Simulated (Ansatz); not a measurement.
VBiO4:
```
CELL_PARAMETERS angstrom
     -2.55350     2.55350     5.78910
      2.55350    -2.55350     5.78910
      2.55350     2.55350    -5.78910
ATOMIC_POSITIONS crystal
  Bi 0.75000 0.25000 0.50000
  Bi 0.00000 0.00000 0.00000
  V  0.25000 0.75000 0.50000
  V  0.50000 0.50000 0.00000
  O  0.57870 0.96883 0.88922
  O  0.71883 0.32961 0.89013
  O  0.07961 0.68948 0.11078
  O  0.43948 0.82870 0.10987
  O  0.17130 0.28117 0.61078
  O  0.03117 0.92039 0.60987
  O  0.67039 0.56052 0.38922
  O  0.31052 0.42130 0.39013
```

Relaxed with PBEsol. Special points in fractions of this cell's reciprocal vectors: Γ (0.000, 0.000, 0.000); X (0.000, 0.000, 0.500); P (0.250, 0.250, 0.250); N (0.000, 0.500, 0.000); M (0.500, 0.500, -0.500); S (0.299, 0.701, -0.299); S0 (-0.299, 0.299, 0.299); R (-0.097, 0.097, 0.500); G (0.500, 0.500, -0.097).

Problem. List the band energies nearest the valence-band maximum at these points for the program Ansatz at the PBEsol level (PAW).

Solution. In eV from the valence-band maximum; about four levels below and three above (degenerate sets whole), none deeper than 8.9 eV; points with the same levels are listed once.

```json
[
 {"k": "Γ", "below": "-1.03 -0.74 -0.74 -0.51", "above": "2.34 2.83 3.11"},
 {"k": "X", "below": "-0.99 -0.99 -0.35 -0.35", "above": "2.77 2.77 3.00 3.00"},
 {"k": "P", "below": "-0.98 -0.98 -0.35 -0.35", "above": "2.76 2.76 2.98 2.98"},
 {"k": "N", "below": "-1.15 -1.04 -0.56 -0.17", "above": "2.13 2.58 2.99"},
 {"k": "M", "below": "-1.02 -1.02 -0.81 -0.81", "above": "2.94 2.94 2.99 2.99"},
 {"k": "S", "below": "-0.98 -0.96 -0.61 -0.39", "above": "2.25 2.55 3.01"},
 {"k": "R", "below": "-1.10 -0.94 -0.38 -0.38", "above": "2.56 2.84 3.04"}
]
```

Space group I4_1/a. Symmetry was held in the PBEsol relaxation. The workflow began spin-polarised and lost its moments. No Hubbard U is applied. Scalar-relativistic: spin–orbit coupling is off unless named, which matters more the heavier the elements.

Potentials: the later of the program's two PAW sets.
